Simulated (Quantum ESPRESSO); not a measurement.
# Computed records: Zn$_{3}$ClO$_{2}$F (made-up cell, one site empty)

Computed with Quantum ESPRESSO 7.5. Calculation on a made-up crystal cell, not a measurement: periodic Kohn-Sham density functional theory in plane waves with PseudoDojo standard norm-conserving scalar-relativistic pseudopotentials, each functional with its own files (v0.5 for PBE, v0.4.1 for LDA and PBEsol), no spin polarisation, no spin-orbit coupling, atoms not relaxed, stress positive in tension, energies less a fixed whole-eV offset for each atom's element; levels are Kohn-Sham levels at fractions of this cell's reciprocal vectors, counted from the reference band (half the neutral cell's valence electrons, rounded up) at Gamma; error bars cover cutoff and k-mesh only, not smearing or the files; each bar is the largest change over components, and at least 0.002 eV, 0.002 eV per angstrom or 0.02 GPa; added strain carries the atoms with the cell, and shear is the tensor component; energies are for the whole cell, and the offsets were chosen from early runs and are not element reference energies.

```yaml
- formula: Zn3ClO2F
  kind: "made-up cell, one site empty"
  unstrained_structure:
    cell_angstrom: [[4.6538, 0.0, 0.0], [0.0, 4.6538, 0.0], [0.0, 0.0, 4.6538]]
    atoms_fractional:
      - [Zn, -0.00499, -0.0272, 0.0153]
      - [Zn, 0.01691, 0.49602, 0.49843]
      - [Zn, 0.48489, 0.49774, -0.00651]
      - [O, 0.24169, 0.26905, 0.25783]
      - [F, 0.21651, 0.72145, 0.76449]
      - [Cl, 0.76834, 0.25699, 0.76277]
      - [O, 0.74664, 0.76555, 0.22558]
  given:
    lattice_type: "zincblende/diamond"
    empty_site: 3
    functional: pbe
    "cutoff [eV]": 1143
    "fermi_dirac_smearing [eV]": 0.025
    "scf_tolerance [eV]": 1.0e-07
    electrons_removed: 0
    added_strain_kind: zz
    added_strain: -0.0084
    k_mesh: "4 x 4 x 4, shifted by half a step"
    structure_shown: "before the added strain of -0.0084"
    atom_site: [1, 2, 4, 5, 6, 7, 8]
    "atom_energy_offset [eV]": [-5687, -5687, -5687, -452, -677, -449, -452]
  results:
    "stress_zz [GPa]": null
    "stress_xy [GPa]": null
    "stress_yz [GPa]": null
    "stress_xz [GPa]": null
```

**Q.** What stress zz does the calculation give for Zn$_{3}$ClO$_{2}$F (made-up cell, one site empty)?
**A.** -16.25 GPa

**Q.** What stress xy does the calculation give for Zn$_{3}$ClO$_{2}$F (made-up cell, one site empty)?
**A.** 5.382 GPa

**Q.** Give the missing stress yz for Zn$_{3}$ClO$_{2}$F (made-up cell, one site empty).
**A.** 3.81 GPa

**Q.** Estimate the stress xz of Zn$_{3}$ClO$_{2}$F (made-up cell, one site empty).
**A.** 7.956 GPa

**Q.** Give the table of levels values for Zn$_{3}$ClO$_{2}$F (made-up cell, one site empty).
**A.** 
Levels:
| level k point | next band up (eV) |
| --- | --- |
| Gamma | 1.493 |
| (1/2,1/2,1/2) | 3.778 |
| (0.15,0,0) | 1.937 |
| (0,0.15,0) | 1.923 |
| (0,0,0.15) | 1.909 |

Further results for Zn$_{3}$ClO$_{2}$F (made-up cell, one site empty):

```
free energy less offsets : 8.565 eV
scf iterations           : 11
smearing term minus ts   : 0 eV
pressure                 : 16.66 GPa
stress xx                : -17.06 GPa
stress yy                : -16.65 GPa
reference band           : 43
error bar energy         : 0.002 eV
error bar stress         : 0.02 GPa
error bar force          : 0.002 eV/Å
error bar next band up   : 0.002 eV
error bars from          : tighter rerun of a related cell
```

Forces:
| site | x (eV/Å) | y (eV/Å) | z (eV/Å) |
| --- | --- | --- | --- |
| 1 | 2.104 | 0.3597 | 2.86 |
| 2 | 0.1258 | 1.612 | -4.454 |
| 4 | -0.9725 | 1.295 | 4.037 |
| 5 | 0.3132 | -0.3761 | -1.475 |
| 6 | 1.074 | 1.129 | -0.05637 |
| 7 | -1.968 | -1.945 | -1.935 |
| 8 | -0.6762 | -2.075 | 1.023 |
